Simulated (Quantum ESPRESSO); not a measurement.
## Band energies of CdZnO₂

```
CdZnO2
1.0
    3.31812     0.00000     0.00000
   -1.65906     2.87357     0.00000
    0.00000     0.00000     5.56228
O Zn Cd
2 1 1
Cartesian
  1.65906   0.95786   0.54849
  0.00000   0.00000   3.63602
  0.00000   0.00000   5.54418
  1.65906   0.95786   2.70857
```

norm-conserving LDA (Quantum ESPRESSO, 102 Ry, scalar-relativistic); path ΓMKΓALHA,LM,KH; energies in eV from the Fermi level.

```csv
k (1/Å),point,band 22,band 23,band 24,band 25,band 26,band 27,band 28,band 29
0.00,Γ,-0.94,-0.94,-0.28,-0.04,-0.04,-0.02,4.69,7.06
0.55,,-2.67,-1.74,-1.58,-0.55,-0.33,2.28,6.29,7.61
1.09,M,-3.37,-2.85,-2.29,-1.45,-0.68,4.83,5.75,7.05
1.22,,-3.36,-2.87,-2.36,-1.48,-0.75,4.94,5.79,7.14
1.72,K,-3.83,-3.36,-2.05,-1.89,-1.50,6.43,6.59,6.81
1.93,,-3.57,-3.08,-2.51,-1.53,-1.28,5.33,6.93,7.51
2.57,,-2.02,-1.67,-1.17,-0.38,-0.25,1.69,5.83,7.42
2.99,Γ,-0.94,-0.94,-0.28,-0.04,-0.04,-0.02,4.69,7.06
3.21,,-1.11,-0.87,-0.87,-0.11,-0.11,0.87,4.23,7.49
3.55,A,-2.45,-0.67,-0.67,-0.32,-0.32,2.22,3.03,8.56
3.85,,-2.54,-1.09,-0.86,-0.80,-0.43,2.56,3.69,8.95
4.35,,-3.11,-1.75,-1.59,-1.39,-0.94,3.84,5.38,7.50
4.64,L,-3.55,-1.80,-1.68,-1.41,-1.10,4.75,4.93,7.46
4.96,,-3.50,-2.42,-1.73,-1.55,-1.27,5.42,5.54,7.68
5.28,H,-3.45,-3.03,-2.19,-1.45,-1.32,6.55,6.72,6.74
5.55,,-3.33,-2.59,-1.90,-1.54,-1.28,4.98,6.77,7.46
6.09,,-2.56,-1.45,-1.13,-1.08,-0.63,2.91,4.34,9.09
6.54,A,-2.45,-0.67,-0.67,-0.32,-0.32,2.22,3.03,8.56
6.54,L,-3.55,-1.80,-1.68,-1.41,-1.10,4.75,4.93,7.46
7.10,M,-3.37,-2.85,-2.29,-1.45,-0.68,4.83,5.75,7.05
7.10,K,-3.83,-3.36,-2.05,-1.89,-1.50,6.43,6.59,6.81
7.67,H,-3.45,-3.03,-2.19,-1.45,-1.32,6.55,6.72,6.74
```

Along the path the LDA gap is only about 0.02 eV, below what this setup resolves reliably; no G0W0 run was built on it. Semilocal functionals shrink small gaps, and the order of the bands at the edge may be inverted.

Spin-orbit splittings are left out.

Geometry relaxed with LDA.

The structure is a Materials Project entry; no match was found in the copy of COD used, and its stability was not checked.
